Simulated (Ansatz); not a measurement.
Here is the system:

SnO₂:
Space group P4₂/mnm (No. 136); a = b = 4.720 Å, c = 3.189 Å, α = β = γ = 90.00°

```csv
atom,site,symmetry,x,y,z
Sn,2a,m.mm,0.0000,0.0000,0.0000
O,4f,m.2m,0.3061,0.3061,0.0000
```

This is the LDA-relaxed structure.

### Question
All from DFT-LDA in the program Ansatz with PAW potentials, unless another level is named. Predict the vibrational entropy at 300 K.

### Answer
18.3 J/(K·mol of atoms).

### Question
And the highest zone-centre frequency (without LO–TO term)?

### Answer
755 cm⁻¹.

### Question
Predict the Hill bulk and shear moduli.

### Answer
208 and 92.9 GPa.

### Question
What about the zero-point energy?

### Answer
70.4 meV/atom.

Space group P4_2/mnm (rutile). Symmetry was held in the LDA relaxation; phonons on a q-mesh show no instability. Spin–orbit coupling is left out wherever it is not named.

Potentials: the earlier of the program's two PAW sets.
